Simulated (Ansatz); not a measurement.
K$_{2}$S (anti-fluorite, Fm-3m), plane-wave PAW PBE (Ansatz code): ε∞ = 3.10, cell volume 103.88 Å³. Infrared-active transverse modes:

```json
[
 {"ω_TO (cm⁻¹)": "155.5", "oscillator strength S_xx (e²/amu)": "0.1681"}
]
```

### Question
Compute the static dielectric constant.

### Answer
Each mode adds (4.921e7/V) S/ω²: 3.29. So ε0 = 6.39.

### Question
What LO frequency does the Lyddane–Sachs–Teller relation give?

### Answer
ω_LO = ω_TO √(ε0/ε∞) = 223 cm⁻¹.

Symmetry was held in the PBE relaxation; phonons on a q-mesh show no instability.

Potentials: the later of the program's two PAW sets.
